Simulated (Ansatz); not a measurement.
AlN (zinc blende, space group No. 216) under volume change, PBE (plane waves, PAW; program Ansatz), scaled uniformly.

| V (Å³/atom) | E − E(relaxed) (meV/atom) | P (GPa) |
|---|---|---|
| 9.711 | 60.6 | 21.82 |
| 10.031 | (withheld) | (withheld) |
| 10.351 | 6.1 | 6.23 |
| 10.671 | 0.0 | 0.00 |
| 10.991 | 5.5 | -5.37 |
| 11.311 | 21.0 | -10.01 |
| 11.631 | (withheld) | (withheld) |

Q: Some entries are withheld; supply them.

A: 
- 10.031, E − E(relaxed) (meV/atom): 25.6
- 10.031, P (GPa): 13.45
- 11.631, E − E(relaxed) (meV/atom): 45.1
- 11.631, P (GPa): -14.01

Q: What does a third-order Birch–Murnaghan fit give for V₀, B₀ and B′?

A: V₀ = 10.67 Å³/atom, B₀ = 192 GPa, B′ = 3.9.

Space group F-43m (zinc blende). The PBE relaxation kept the symmetry of its start.

Potentials: the later of the program's two PAW sets.
